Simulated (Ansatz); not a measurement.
Given:

BP (zinc blende)

```
CELL_PARAMETERS angstrom
      0.00000     2.26828     2.26828
      2.26828     0.00000     2.26828
      2.26828     2.26828     0.00000
ATOMIC_POSITIONS crystal
  P  0.75000 0.75000 0.75000
  B  0.00000 0.00000 0.00000
```

In each cell atom 2 (B, nearest neighbour P at 1.964 Å; its periodic images, 3.2 Å or more away, move with it) moves by s·(0.577, 0.577, 0.577) (along Cartesian [111]), the rest being held.

The numbers are results of r2SCAN (plane waves to 500 eV, PAW, scalar-relativistic; Ansatz, a first-principles code), not measurements. k mesh 10×10×10 (Γ-centred), Fermi-Dirac smearing 0.05 eV. Energies are smeared free energies. Left out: 1 of 11 points, with atoms too close for the PAW data. As the smearing reaches across the gap at some points, energies and forces of such displacements shift with the k mesh and the smearing. BP was relaxed with its symmetry unable to fall. The zero of ΔE is the undisplaced structure.

The scan covers s from -0.472 to 0.590 Å in 10 points.

### Question
Is the energy the same for displacements of ±0.472 Å, and if not, which side lies higher?

### Answer
Not even: the negative side lies higher at ±0.472 Å. With its periodic images moving along, the atom's site symmetry in this cell is -43m.

### Question
What force acts on the atom along the line at s = -0.472 Å?

### Answer
18.8 eV/Å.

### Question
What is the energy change at s = 0.590 Å?

### Answer
1350 meV/cell.

### Question
What is the force constant k = d²E/ds² of this move at s = 0?

### Answer
19.8 eV/Å².

### Question
With two atoms in the cell this is the zone-centre optical mode. What wavenumber follows?

### Answer
820 cm⁻¹.

(For displaced atoms, the force is minus the slope of the energy, and its curvature is a force constant, which sets phonon frequencies.)
